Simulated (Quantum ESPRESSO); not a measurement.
# WTa3Li2Mg2: input and log of a self-consistent run

A calculation, not a measurement. The program is pw.x of Quantum ESPRESSO 7.5 (plane-wave density functional theory). The cell is made up: eight metal atoms on a face-centred cubic lattice, with elements, volume, strain and displacements drawn at random and not relaxed, so it may be unstable or far from any real phase. PseudoDojo standard norm-conserving files set the functional (PBE unless stated); there is no spin polarisation or spin-orbit coupling, the Fermi-Dirac width of 0.25 eV means electrons at about 2900 K, and the masses in the input are unused placeholders. Heavy elements are run without spin-orbit coupling, which real alloys of them have. A spin test at this wide smearing found no moment, but such smearing suppresses magnetism that the real alloy may have.

Input:

```
&control calculation='scf', pseudo_dir='./dojo.nc.sr.pbe.v0_5.standard.upf', outdir='./o', disk_io='minimal', tprnfor=.true., tstress=.true. /
&system ibrav=0, nat=8, ntyp=4, nbnd=53, ecutwfc=84.00895049, nosym=.true., tot_charge=0,
 occupations='smearing', smearing='fd', degauss=0.0183746611
/
&electrons conv_thr=1.470e-08, electron_maxstep=70, mixing_beta=0.5 /
ATOMIC_SPECIES
Li 1.0 Li.upf
Mg 1.0 Mg.upf
Ta 1.0 Ta.upf
W 1.0 W.upf
CELL_PARAMETERS angstrom
0.0171 2.1434 2.1091
-4.3043 4.2502 -4.2158
-4.3133 -4.289 4.1861
ATOMIC_POSITIONS angstrom
W -0.0189 0.108 0.0982
Ta -4.3362 -2.0914 2.2165
Li -4.2786 0.0031 0.0512
Mg -4.3162 2.1057 -2.0513
Li -2.0242 -0.04 2.0994
Ta -2.2806 2.1932 -0.0387
Ta -6.3254 0.1084 1.9837
Mg -6.4559 2.0497 -0.0668
K_POINTS automatic
8 4 4 1 1 1
```

The log is shortened where brackets say so; the opening notice, blank lines, dates and the lines on written files are dropped, and the path of the files is cut. It prints rydbergs, bohrs and kilobars, and counts compression as positive stress. Its total energy is the free energy E - TS of the whole cell.

```
     Program PWSCF v.7.5
     Parallel version (MPI & OpenMP), running on       4 processor cores
     Number of MPI processes:                 4
     Threads/MPI process:                     1
     [start-up lines left out]
     bravais-lattice index     =            0
     lattice parameter (alat)  =       5.6826  a.u.
     unit-cell volume          =    1047.2886 (a.u.)^3
     number of atoms/cell      =            8
     number of atomic types    =            4
     number of electrons       =        79.00
     number of Kohn-Sham states=           53
     kinetic-energy cutoff     =      84.0090  Ry
     charge density cutoff     =     336.0358  Ry
     scf convergence threshold =      1.5E-08
     mixing beta               =       0.5000
     number of iterations used =            8  plain     mixing
     Exchange-correlation= PBE
                           (   1   4   3   4   0   0   0)
     [axes and pseudopotential details left out]
   Cartesian axes
     site n.     atom                  positions (alat units)
         1        W      tau(   1) = (  -0.0062851   0.0359148   0.0326559  )
         2        Ta     tau(   2) = (  -1.4419787  -0.6954832   0.7370845  )
         3        Li     tau(   3) = (  -1.4228241   0.0010309   0.0170263  )
         4        Mg     tau(   4) = (  -1.4353278   0.7002386  -0.6821482  )
         5        Li     tau(   5) = (  -0.6731362  -0.0133018   0.6981435  )
         6        Ta     tau(   6) = (  -0.7584006   0.7293362  -0.0128695  )
         7        Ta     tau(   7) = (  -2.1034758   0.0360478   0.6596682  )
         8        Mg     tau(   8) = (  -2.1468728   0.6816161  -0.0222140  )
     number of k points=    64  Fermi-Dirac smearing, width (Ry)=  0.0184
                       cart. coord. in units 2pi/alat
        k(    1) = (  -0.0875915   0.0442365   0.0448656), wk =   0.0312500
        k(    2) = (  -0.1747880   0.0006093   0.0899093), wk =   0.0312500
     [further k points left out]
     Dense  grid:   108997 G-vectors     FFT dimensions: (  36,  81,  81)
     Estimated max dynamical RAM per process >     350.81 MB
     Estimated total dynamical RAM >       1.29 GB
     Initial potential from superposition of free atoms
     starting charge      78.9860, renormalised to      79.0000
     Starting wfcs are   54 randomized atomic wfcs
     total cpu time spent up to now is        4.3 secs
     per-process dynamical memory:   274.0 Mb
     Self-consistent Calculation
     iteration #  1     ecut=    84.01 Ry     beta= 0.50
     Davidson diagonalization with overlap
     ethr =  1.00E-02,  avg # of iterations =  5.2
     Threshold (ethr) on eigenvalues was too large:
     Diagonalizing with lowered threshold
     Davidson diagonalization with overlap
     ethr =  3.47E-04,  avg # of iterations =  3.2
     total cpu time spent up to now is       28.7 secs
     total energy              =    -808.39370047 Ry
     estimated scf accuracy    <       0.29045356 Ry
     iteration #  2     ecut=    84.01 Ry     beta= 0.50
     Davidson diagonalization with overlap
     ethr =  3.68E-04,  avg # of iterations =  2.6
     total cpu time spent up to now is       40.1 secs
     total energy              =    -808.37250787 Ry
     estimated scf accuracy    <       0.42154182 Ry
     iteration #  3     ecut=    84.01 Ry     beta= 0.50
     Davidson diagonalization with overlap
     ethr =  3.68E-04,  avg # of iterations =  2.4
     total cpu time spent up to now is       50.9 secs
     total energy              =    -808.39965191 Ry
     estimated scf accuracy    <       0.56010116 Ry
     iteration #  4     ecut=    84.01 Ry     beta= 0.50
     Davidson diagonalization with overlap
     ethr =  3.68E-04,  avg # of iterations =  2.0
     total cpu time spent up to now is       60.8 secs
     total energy              =    -808.44420809 Ry
     estimated scf accuracy    <       0.17396713 Ry
     iteration #  5     ecut=    84.01 Ry     beta= 0.50
     Davidson diagonalization with overlap
     ethr =  2.20E-04,  avg # of iterations =  1.3
     total cpu time spent up to now is       70.1 secs
     total energy              =    -808.45418069 Ry
     estimated scf accuracy    <       0.08471769 Ry
     [iterations 6 to 12 left out]
     iteration # 13     ecut=    84.01 Ry     beta= 0.50
     Davidson diagonalization with overlap
     ethr =  1.81E-10,  avg # of iterations =  2.8
     total cpu time spent up to now is      152.9 secs
     total energy              =    -808.46327773 Ry
     estimated scf accuracy    <       0.00000007 Ry
     iteration # 14     ecut=    84.01 Ry     beta= 0.50
     Davidson diagonalization with overlap
     ethr =  9.21E-11,  avg # of iterations =  2.2
     total cpu time spent up to now is      163.4 secs
     total energy              =    -808.46327774 Ry
     estimated scf accuracy    <       0.00000011 Ry
     iteration # 15     ecut=    84.01 Ry     beta= 0.50
     Davidson diagonalization with overlap
     ethr =  9.21E-11,  avg # of iterations =  1.0
     total cpu time spent up to now is      172.4 secs
     total energy              =    -808.46327774 Ry
     estimated scf accuracy    <       0.00000002 Ry
     iteration # 16     ecut=    84.01 Ry     beta= 0.50
     Davidson diagonalization with overlap
     ethr =  2.02E-11,  avg # of iterations =  2.2
     total cpu time spent up to now is      182.6 secs
     total energy              =    -808.46327774 Ry
     estimated scf accuracy    <       0.00000003 Ry
     iteration # 17     ecut=    84.01 Ry     beta= 0.50
     Davidson diagonalization with overlap
     ethr =  2.02E-11,  avg # of iterations =  1.1
     total cpu time spent up to now is      191.7 secs
     End of self-consistent calculation
     [lines on levels left out]
!    total energy              =    -808.46327774 Ry
     estimated scf accuracy    <          2.8E-09 Ry
     smearing contrib. (-TS)   =      -0.11209856 Ry
     internal energy E=F+TS    =    -808.35117918 Ry
     The total energy is F=E-TS. E is the sum of the following terms:
     one-electron contribution =    -388.29734860 Ry
     hartree contribution      =     201.14677655 Ry
     xc contribution           =    -159.73139686 Ry
     ewald contribution        =    -461.46921028 Ry
     convergence has been achieved in  17 iterations
     Forces acting on atoms (cartesian axes, Ry/au):
     atom    1 type  4   force =     0.00740413    0.03306531   -0.04681718
     atom    2 type  3   force =    -0.04274671   -0.02001794    0.00819712
     atom    3 type  1   force =     0.01106437   -0.00117088   -0.00516361
     atom    4 type  2   force =    -0.00025169    0.02344975   -0.03251300
     atom    5 type  1   force =    -0.01140925    0.01037645    0.00031887
     atom    6 type  3   force =     0.08909711   -0.00690439   -0.00048080
     atom    7 type  3   force =    -0.04860141   -0.05039699    0.06567155
     atom    8 type  2   force =    -0.00455655    0.01159869    0.01078704
     Total force =     0.158440     Total SCF correction =     0.000265
     Computing stress (Cartesian axis) and pressure
          total   stress  (Ry/bohr**3)                   (kbar)     P=      -75.01
  -0.00035155   0.00013148  -0.00010822          -51.71       19.34      -15.92
   0.00013148  -0.00059256  -0.00017067           19.34      -87.17      -25.11
  -0.00010822  -0.00017067  -0.00058557          -15.92      -25.11      -86.14
     init_run     :      4.06s CPU      4.26s WALL (       1 calls)
     electrons    :    186.05s CPU    187.43s WALL (       1 calls)
     forces       :      1.99s CPU      2.01s WALL (       1 calls)
     stress       :      6.86s CPU      6.86s WALL (       1 calls)
     [timing details left out]
     PWSCF        :   3m19.02s CPU   3m20.64s WALL
     JOB DONE.
```

In other units: free energy -10999.703 eV for the cell, pressure -7.50 GPa, largest force component 2.291 eV/Å in size. The run took 202 s of wall time with four MPI processes on a shared machine (Intel Xeon, 2023 or later, virtual cores), so the time is rough. A rerun of this cell at a higher cutoff and on a denser mesh moved values by no more than 0.005 eV in energy, 0.03 GPa in stress and 0.009 eV/Å in force, and a second program with other atomic files agreed on that cell to 2 % rms in force and 0.5 GPa in pressure.